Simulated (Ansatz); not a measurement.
# Ag$_{3}$Sb under strains and displacements

The calculation used Ansatz, DFT PBEsol, scalar-relativistic, plane waves, PAW.

Cutoff 420 eV; k points 15×15×6 on the computed 4-atom cell (Γ-centred); Gaussian smearing, width 0.10 eV; no spin polarisation.

Reference cell:

```
CELL_PARAMETERS angstrom
3.14319 0.00000 0.00000
-1.57160 2.72208 0.00000
0.00000 0.00000 9.61556
ATOMIC_POSITIONS crystal
Ag 0.00000 0.00000 0.50000
Ag 0.33333 0.66667 0.26448
Ag 0.33333 0.66667 0.73552
Sb 0.00000 0.00000 0.00000
```

Each variant moves atoms of this cell by the vectors given, if any (Å), and then applies a symmetric strain (tensor components, Cartesian axes). The reference cell isn't relaxed at this level. Energies are per atom at zero smearing, counted from the lowest variant. Pressure is positive in compression.

1. strain (xx yy zz yz xz xy, %) 6.80 6.80 -2.20 0.00 0.00 0.00; moves: Ag2 (0.000, 0.000, 0.141); Ag3 (0.000, 0.000, -0.141)
2. strain (xx yy zz yz xz xy, %) 2.64 2.64 8.64 0.00 0.00 0.00; moves: Ag2 (0.000, 0.000, 0.085); Ag3 (0.000, 0.000, -0.085)
3. strain (xx yy zz yz xz xy, %) -0.59 -0.59 2.41 0.00 0.00 0.00; moves: Ag2 (0.000, 0.000, -0.212); Ag3 (0.000, 0.000, 0.212)

Question: Order the variants by energy, lowest first.

Answer: 3 (0.0 meV/atom), 1 (67.3 meV/atom), 2 (99.8 meV/atom).

Question: Order them by pressure, highest first.

Answer: 3 (-5.07 GPa), 1 (-9.06 GPa), 2 (-10.72 GPa).